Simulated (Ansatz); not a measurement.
**Formation energy of Si2Mo**

```xyz
3
Lattice="-1.6084 1.6084 3.9366 1.6084 -1.6084 3.9366 1.6084 1.6084 -3.9366" Properties=species:S:1:pos:R:3 pbc="T T T"
Si    0.0000    0.0000    2.6383
Si    0.0000    0.0000    5.2348
Mo    0.0000    0.0000    0.0000
```

The cell comes from a relaxation on PAW files under the same functional, begun from a database entry that needn't be the ground state.

Computed with Ansatz 0.2.0; functional PBE, scalar-relativistic. Settings: a Γ-centred 16×16×16 k mesh, Fermi–Dirac smearing of 0.05 eV, no spin polarisation. Methods: LAPW: all electrons, basis error target 0.5 meV/atom; PAW: frozen-core files, cutoff 420 eV.

The elements are taken as Mo bcc, Si diamond, each relaxed on PAW files under the same functional and computed by the same method as the compound; zero-point and thermal terms are left out.

Problem. What is the formation energy by LAPW, and how far do the other methods lie from it?

Solution. -0.493 eV/atom; PAW -0.9 meV/atom. The compound is bound against these elements; other compounds of the system weren't compared.

Problem. Give the LAPW value for one formula unit in kJ/mol.

Solution. -0.493 eV/atom × 3 atoms × 96.485 kJ/(mol·eV) = -142.7 kJ/mol, at zero temperature and without zero-point motion.
